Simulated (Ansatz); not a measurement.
TiZn2:
```xyz
12
Lattice="5.0086 0.0000 0.0000 -2.5043 4.3375 0.0000 0.0000 0.0000 8.0851" Properties=species:S:1:pos:R:3 pbc="T T T"
Zn     0.0000     0.0000     0.0000
Zn     0.0000     0.0000     4.0426
Zn     2.5043     2.8455     2.0213
Zn    -1.2121     3.5915     6.0638
Zn     1.2921     0.7460     2.0213
Zn     0.0000     1.4920     6.0638
Zn     3.7164     0.7460     2.0213
Zn     1.2121     3.5915     6.0638
Ti     0.0000     2.8917     0.5377
Ti     2.5043     1.4458     4.5803
Ti     0.0000     2.8917     3.5048
Ti     2.5043     1.4458     7.5474
```

Relaxed with r²SCAN.

### Question
Map the electron localisation function on the plane through (0.000, 0.000, 0.000) spanned by u = [0, 0, 1] and v = [1, -1, 0] in lattice vectors, from the program Ansatz at the r²SCAN level (PAW).

### Answer
x is the fraction of u, y of v (the angle between them is 90°; rows are the nearest grid lines); atoms in the plane: Zn at (0.00, 0.00), Zn at (0.50, 0.00), Zn at (0.75, 0.17), Zn at (0.25, 0.83), Ti at (0.07, 0.33), Ti at (0.57, 0.67), Ti at (0.43, 0.33), Ti at (0.93, 0.67).
```
y \ x   0.000  0.100  0.175  0.275  0.375  0.450  0.550  0.625  0.725  0.825  0.900   1.00
------  -----  -----  -----  -----  -----  -----  -----  -----  -----  -----  -----  -----
1.00    0.000  0.188  0.343  0.310  0.220  0.007  0.007  0.220  0.310  0.343  0.188  0.000
0.925   0.109  0.237  0.219  0.193  0.289  0.174  0.172  0.297  0.280  0.353  0.227  0.109
0.850   0.371  0.356  0.099  0.000  0.241  0.434  0.349  0.374  0.384  0.396  0.357  0.371
0.775   0.082  0.368  0.176  0.030  0.273  0.200  0.162  0.094  0.432  0.160  0.141  0.082
0.700   0.652  0.199  0.324  0.268  0.328  0.133  0.326  0.653  0.232  0.230  0.508  0.652
0.625   0.639  0.218  0.362  0.309  0.345  0.119  0.476  0.638  0.246  0.189  0.574  0.639
0.550   0.122  0.454  0.417  0.340  0.470  0.258  0.138  0.086  0.484  0.229  0.100  0.122
0.450   0.122  0.100  0.229  0.484  0.086  0.138  0.258  0.470  0.340  0.417  0.454  0.122
0.375   0.639  0.574  0.189  0.246  0.638  0.476  0.119  0.345  0.309  0.362  0.218  0.639
0.300   0.652  0.508  0.230  0.232  0.653  0.326  0.133  0.328  0.268  0.324  0.199  0.652
0.225   0.082  0.141  0.160  0.432  0.094  0.162  0.200  0.273  0.030  0.176  0.368  0.082
0.150   0.371  0.357  0.396  0.384  0.374  0.349  0.434  0.241  0.000  0.099  0.356  0.371
0.0750  0.109  0.227  0.353  0.280  0.297  0.172  0.174  0.289  0.193  0.219  0.237  0.109
0.000   0.000  0.188  0.343  0.310  0.220  0.007  0.007  0.220  0.310  0.343  0.188  0.000
```

The density is the valence pseudo-density with augmentation charge, so density and ELF within about 1 Å of a nucleus are not all-electron values.

Space group P6_3/mmc. The workflow started from an entry of the Crystallography Open Database (COD). Its standing as an ambient phase is unchecked. Symmetry was held in the r²SCAN relaxation; its stability against distortions is not shown here. No spin polarisation was allowed.

Potentials: the later of the program's two PAW sets.
